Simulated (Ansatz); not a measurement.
ScSiO:
```cif
data_O2Sc2Si2
_chemical_formula_sum 'Sc2 Si2 O2'
_space_group_name_H-M_alt 'P4/nmm :1'
_space_group_IT_number 129
_space_group_name_Hall 'P 4ab 2ab -1ab'
_cell_length_a 3.24459
_cell_length_b 3.24459
_cell_length_c 7.52586
_cell_angle_alpha 90.000
_cell_angle_beta 90.000
_cell_angle_gamma 90.000
loop_
_space_group_symop_operation_xyz
  'x, y, z'
  '-y+1/2, x+1/2, z'
  '-x, -y, z'
  'y+1/2, -x+1/2, z'
  'x+1/2, -y+1/2, -z'
  '-y, -x, -z'
  '-x+1/2, y+1/2, -z'
  'y, x, -z'
  '-x+1/2, -y+1/2, -z'
  'y, -x, -z'
  'x+1/2, y+1/2, -z'
  '-y, x, -z'
  '-x, y, z'
  'y+1/2, x+1/2, z'
  'x, -y, z'
  '-y+1/2, -x+1/2, z'
loop_
_atom_site_label
_atom_site_type_symbol
_atom_site_symmetry_multiplicity
_atom_site_Wyckoff_symbol
_atom_site_fract_x
_atom_site_fract_y
_atom_site_fract_z
_atom_site_occupancy
Sc1 Sc 2 c 0.50000 0.00000 0.33345 1
Si1 Si 2 a 0.00000 0.00000 0.00000 1
O1 O 2 c 0.00000 0.50000 0.38950 1
```

Relaxed with r²SCAN.

Question: Tabulate the valence density and the electron localisation function along the shortest Si–Si contact (2.29 Å), the program Ansatz at the r²SCAN level (PAW).

Answer: 

```tsv
distance from Si (Å)	density (e/Å³)	ELF
0.23	0.16	0.41
0.34	0.20	0.34
0.46	0.28	0.37
0.57	0.37	0.49
0.69	0.45	0.64
0.80	0.51	0.76
0.92	0.53	0.81
1.03	0.53	0.84
1.15	0.53	0.84
1.26	0.53	0.84
1.38	0.53	0.81
1.49	0.51	0.76
1.61	0.45	0.64
1.72	0.37	0.49
1.84	0.28	0.37
1.95	0.20	0.34
2.06	0.16	0.41
```

The density is the valence pseudo-density with augmentation charge, so density and ELF within about 1 Å of a nucleus are not all-electron values.

The start of the workflow was typed in or built on a structure type; neither database checked (COD, Materials Project) lists it. Its standing as an ambient phase is unchecked. The r²SCAN relaxation kept the symmetry of its start; its stability against distortions is not shown here. The run is not spin-polarised.

Potentials: the earlier of the program's two PAW sets.
